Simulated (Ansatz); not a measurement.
MoSe₂:
```yaml
crystal:
  lattice:
    - [3.24820, 0.00000, 0.00000]
    - [-1.62410, 2.81302, 0.00000]
    - [0.00000, 0.00000, 12.74192]
  atoms:
    - { symbol: Mo, position: [0.66667, 0.33333, 0.75000] }
    - { symbol: Mo, position: [0.33333, 0.66667, 0.25000] }
    - { symbol: Se, position: [0.33333, 0.66667, 0.88007] }
    - { symbol: Se, position: [0.66667, 0.33333, 0.11993] }
    - { symbol: Se, position: [0.66667, 0.33333, 0.38007] }
    - { symbol: Se, position: [0.33333, 0.66667, 0.61993] }
```

Relaxed with LDA.

Task: Give the optical modes at the zone centre with their infrared and Raman activity from DFPT, LDA in the plane-wave PAW code Ansatz.

Result: Transverse frequencies, without the LO–TO term; a row sums one degenerate level.

| ω (cm⁻¹) | degeneracy | IR ((D/Å)²/amu) | Raman (Å⁴/amu) | activity | symmetry |
|---|---|---|---|---|---|
| 29 | 2 | 0.00 | 7.4 | Raman | E2g |
| 45 | 1 | 0.00 | 0 | silent | B1g |
| 169 | 2 | 0.00 | 0 | silent | E2u |
| 171 | 2 | 0.00 | 3.2 | Raman | E1g |
| 243 | 1 | 0.00 | 0 | silent | B2u |
| 246 | 1 | 0.00 | 2300 | Raman | A1g |
| 289 | 2 | 0.00 | 250 | Raman | E2g |
| 289 | 2 | 5.41 | 0 | IR | E1u |
| 353 | 1 | 1.04 | 0 | IR | A2u |
| 357 | 1 | 0.00 | 0 | silent | B1g |

Task: How high does the top mode go among those that the LO–TO term moves?

Result: 295 cm⁻¹ for q along x, 295 cm⁻¹ for q along y, 357 cm⁻¹ for q along z.

Space group P6_3/mmc. Symmetry was held in the LDA relaxation; phonons on a q-mesh show no instability. No spin polarisation was allowed. A crystal of weakly bound layers computed without a dispersion correction: the cell and the soft elastic constants depend strongly on that.

Potentials: the earlier of the program's two PAW sets.
